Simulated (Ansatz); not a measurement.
Relaxation of a relaxed Bi cell displaced along its unstable phonon at q = (½, ½, 0) of its primitive reciprocal cell (66i cm⁻¹), largest move 0.15 Å; 4 atoms in the cell, which starts as Pnnm (No. 58), oP4; a = 4.4960 Å, b = 6.3478 Å, c = 4.6453 Å, α = β = γ = 90.00°. All values below come from PBEsol (plane waves to 420 eV, PAW, scalar-relativistic; Ansatz, a quantum-chemistry and plane-wave program). Γ-centred k-mesh 10×10×5 on the run's cell (coarser than for final values), Fermi–Dirac smearing 0.05 eV. This is the first round of the run. 

The optimiser's lines from the output (shortened; P is positive under compression):

```
relax step   1: F+E_penalty+E_count = -48977.75283356 eV  Δ(F+E_penalty+E_count) = +0.000e0 eV  max|allowed force component| = 4.283e-1 eV/Å  Δτ_max = 0.0000 Å  P = +1.387 GPa  Ω = 132.577 Å³  (7 SCF iters, dr2 threshold 1.00e-7 eV, accepted)
relax step   2: F+E_penalty+E_count = -48977.79588023 eV  Δ(F+E_penalty+E_count) = -4.305e-2 eV  max|allowed force component| = 2.372e-1 eV/Å  Δτ_max = 0.0576 Å  P = -1.082 GPa  Ω = 137.979 Å³  (6 SCF iters, dr2 threshold 4.00e-7 eV, accepted)
relax step   3: F+E_penalty+E_count = -48977.83146013 eV  Δ(F+E_penalty+E_count) = -3.558e-2 eV  max|allowed force component| = 7.673e-2 eV/Å  Δτ_max = 0.0347 Å  P = -0.276 GPa  Ω = 136.150 Å³  (5 SCF iters, dr2 threshold 4.00e-7 eV, accepted)
relax step   4: F+E_penalty+E_count = -48977.83848875 eV  Δ(F+E_penalty+E_count) = -7.029e-3 eV  max|allowed force component| = 2.391e-2 eV/Å  Δτ_max = 0.0818 Å  P = +0.271 GPa  Ω = 136.241 Å³  (5 SCF iters, dr2 threshold 4.00e-7 eV, accepted)
relax step   5: F+E_penalty+E_count = -48977.84176184 eV  Δ(F+E_penalty+E_count) = -3.273e-3 eV  max|allowed force component| = 5.229e-3 eV/Å  Δτ_max = 0.0637 Å  P = -0.070 GPa  Ω = 137.134 Å³  (5 SCF iters, dr2 threshold 4.00e-7 eV, accepted)
relax step   6: F+E_penalty+E_count = -48977.84235990 eV  Δ(F+E_penalty+E_count) = -5.981e-4 eV  max|allowed force component| = 2.926e-3 eV/Å  Δτ_max = 0.0280 Å  P = +0.007 GPa  Ω = 136.906 Å³  (5 SCF iters, dr2 threshold 3.27e-8 eV, accepted)
relax step   7: F+E_penalty+E_count = -48977.84256678 eV  Δ(F+E_penalty+E_count) = -2.069e-4 eV  max|allowed force component| = 5.189e-3 eV/Å  Δτ_max = 0.0300 Å  P = -0.017 GPa  Ω = 136.993 Å³  (6 SCF iters, dr2 threshold 1.15e-9 eV, accepted)
relax step   8: F+E_penalty+E_count = -48977.84260470 eV  Δ(F+E_penalty+E_count) = -3.793e-5 eV  max|allowed force component| = 7.499e-4 eV/Å  Δτ_max = 0.0111 Å  P = -0.010 GPa  Ω = 136.988 Å³  (5 SCF iters, dr2 threshold 5.89e-9 eV, accepted)
relax step   9: F+E_penalty+E_count = -48977.84261282 eV  Δ(F+E_penalty+E_count) = -8.117e-6 eV  max|allowed force component| = 5.011e-4 eV/Å  Δτ_max = 0.0040 Å  P = -0.004 GPa  Ω = 136.975 Å³  (4 SCF iters, dr2 threshold 1.48e-9 eV, accepted)
relax step  10: F+E_penalty+E_count = -48977.84297237 eV  Δ(F+E_penalty+E_count) = -3.595e-4 eV  max|allowed force component| = 5.052e-4 eV/Å  Δτ_max = 0.0000 Å  P = -0.003 GPa  Ω = 136.975 Å³  stress off target by 8.04e-3 GPa  SCF on the basis re-selected at this cell (its energy is not comparable with the rows above)  (5 SCF iters)
```

From the first to the last row the energy changes by -0.02 eV/atom and the volume by +3.3 %. The last row is marked as not comparable with the walk above it, whose basis was carried along; it does compare with step 1, since both stand on a basis selected at the nominal cutoff for their own cell.

Later rounds, restarted from the end of this one on a renewed k-mesh, logged 5 more steps and released under 0.01 eV/atom more. The final structure after all rounds: I4/mmm (No. 139), tI4; a = b = 4.547 Å, c = 6.631 Å, α = β = γ = 90.00°. Between re-selections the logged energies stand on a plane-wave basis carried along with the cell. No spin polarisation in the result.

The run could not lose the symmetry of its start: the end is stationary, and may be a saddle point rather than a minimum.

The relaxed structure here is a generated cell of Bi: the first start was made by placing the elements on the sites of a structure type, and the end was not matched to a known phase here, so it may be hypothetical. Known forms of Bi include space group No. 166.
